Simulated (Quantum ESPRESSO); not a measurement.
# Strain and stress in Al7ZnP7S

Calculated results; nothing here was measured. They come from pw.x of Quantum ESPRESSO 7.5, a plane-wave density functional program, with PseudoDojo standard norm-conserving files (v0.5 for PBE, v0.4.1 for LDA and PBEsol). The cells are made up: elements, strain and atom displacements were drawn at random, and nothing was relaxed. There is no spin polarisation, spin-orbit coupling or dispersion term.

The cell has 16 sites of a zincblende or diamond lattice (two cubes along c). Sites 1 to 8 hold Al Zn Al Al Al Al Al Al; sites 9 to 16 hold P P S P P P P P. Cell vectors in Å: (5.346, -0.055, 0.070); (-0.055, 5.404, -0.038); (0.140, -0.075, 10.713). Settings: PBE, cutoff 1143 eV, 4 x 4 x 2 k mesh shifted by half a step, Fermi-Dirac smearing of 0.025 eV.

Each run adds a shear xy (given as the tensor component) to one cell, with the atoms carried along; the vectors above are those of run 4. Stress is positive in tension and P is minus a third of its trace. E is the free energy for each atom above the lowest run shown. The last column is band 42 less band 41 at Gamma, from a band step after each run.

```
run  strain (%)  s_xx (GPa)  s_yy (GPa)  s_zz (GPa)  s_xy (GPa)  P (GPa)  E (meV/atom)  level step at Gamma (eV)
  1       -1.34       -9.44       -8.69       -9.34       -6.22     9.16         22.95                     1.016
  2       -0.89       -9.31       -8.55       -9.22       -5.31     9.03         16.56                     1.033
  3       -0.63       -9.24       -8.48       -9.17       -4.78     8.97         13.37                     1.040
  4        0.36       -9.07       -8.29       -9.01       -2.78     8.79          4.33                     1.050
  6        1.61       -9.00       -8.19       -8.93       -0.25     8.71          0.00                     1.027
  7        2.49       -9.05       -8.23       -8.95        1.54     8.74          1.76                     0.988
  5        1.24           ?           ?           ?           ?        ?             ?                         ?
```

A rerun of one of these cells at 1437 eV and k mesh 6 x 6 x 4 moved values by no more than 0.010 eV in the cell's energy, 0.02 GPa in stress and 0.003 eV/Å in force.

## Worked fit

A parabola through the six runs shown gives s_xy = -3.51 + 2.02 e + 0.001 e² GPa, with e in per cent and a scatter of 0.01 GPa. The slope is a stiffness of 202 ± 1 GPa for each unit of this strain at e = 0, twice a shear constant under the stress shown, since the tensor component is half the shear angle. The atoms are clamped, and relaxing them would in general lower it. The error is the larger of the fit's own and the change that a cubic makes, rounded up.

## Withheld run

Question: what s_xy should run 5 give?

The fit gives -1.00 GPa. The calculation gave -1.00 GPa.

| run | strain (%) | s_xx (GPa) | s_yy (GPa) | s_zz (GPa) | s_xy (GPa) | P (GPa) | E (meV/atom) | level step at Gamma (eV) |
| --- | --- | --- | --- | --- | --- | --- | --- | --- |
| 5 | 1.24 | -9.00 | -8.20 | -8.94 | -1.00 | 8.71 | 0.44 | 1.038 |